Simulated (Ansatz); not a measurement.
Relaxed candidate structures of Fe:

A. Im-3m (No. 229), cI2, bcc (W type); a = b = c = 2.8650 Å, α = β = γ = 90.00°; Fe 2a (0.000, 0.000, 0.000); ferromagnetic

B. Pm-3m (No. 221), cP1, simple cubic type; a = 2.414 Å, b = 2.414 Å, c = 2.414 Å, α = 90.00°, β = 90.00°, γ = 90.00°; Fe 1a (0.000, 0.000, 0.000); ferromagnetic

C. P6/mmm (No. 191), hP3; a = 4.8752 Å, b = 4.8752 Å, c = 2.3756 Å, α = 90.00°, β = 90.00°, γ = 120.00°; Fe 3g (0.500, 0.500, 0.500); ferromagnetic

D. I4₁/amd, origin choice 1 (No. 141), tI4, AFLOW prototype A_tI4_141_a (A5, as in Sn); a = 4.618 Å, b = 4.618 Å, c = 2.449 Å, α = 90.00°, β = 90.00°, γ = 90.00°; Fe 4a (0.000, 0.000, 0.000); ferromagnetic

E. P6₃/mmc (No. 194), hP4; a = b = 2.5159 Å, c = 9.2224 Å, α = β = 90.00°, γ = 120.00°; Fe 4f (0.667, 0.333, 0.119); ferromagnetic

**Question.** Order them by energy per atom (lowest first) at the level r2SCAN (plane waves to 500 eV, PAW, scalar-relativistic; Ansatz, a first-principles code).

**Answer.** A (reference, the lowest of the structures calculated here), E (+0.29 eV/atom), D (+0.46 eV/atom), B (+0.78 eV/atom), C (+0.97 eV/atom)

1 run with a doubtful electronic state, a coarser numerical grid, an end not at rest or a source that can't be used is left out. Each run could gain symmetry but not lose that of its start, so entries can be saddle points. From databases, or of a type measured for this composition: Im-3m, cI2, bcc (W type), ferromagnetic; the others are generated cells (placed on structure types, drawn at random, substituted or restacked) that were not matched to a known phase here. Each structure is listed in the lowest spin state found for it. Static energies at zero pressure. Each cell has its own k-point mesh; energy differences are given only to the digits this allows. Spin states reached: ferromagnetic; spin orders were not searched systematically. r2SCAN tends to overstate moments in metals.
